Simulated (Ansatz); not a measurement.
MgTe:
```
CELL_PARAMETERS angstrom
      0.00000     3.21948     3.21948
      3.21948     0.00000     3.21948
      3.21948     3.21948     0.00000
ATOMIC_POSITIONS crystal
  Mg 0.00000 0.00000 0.00000
  Te 0.25000 0.25000 0.25000
```

Relaxed with PBEsol.

Problem. Give the Bader charges and basin volumes of the independent atoms, PBEsol in the plane-wave PAW code Ansatz.

Solution. 

| atom | Bader charge (e) | Bader volume (Å³) |
|---|---|---|
| Mg1 | +1.53 | 8.3 |
| Te2 | -1.53 | 58.4 |

Space group F-43m (zinc blende). The PBEsol relaxation kept the symmetry of its start. Scalar-relativistic: spin–orbit coupling is off unless named, which matters more the heavier the elements.

Potentials: the later of the program's two PAW sets.
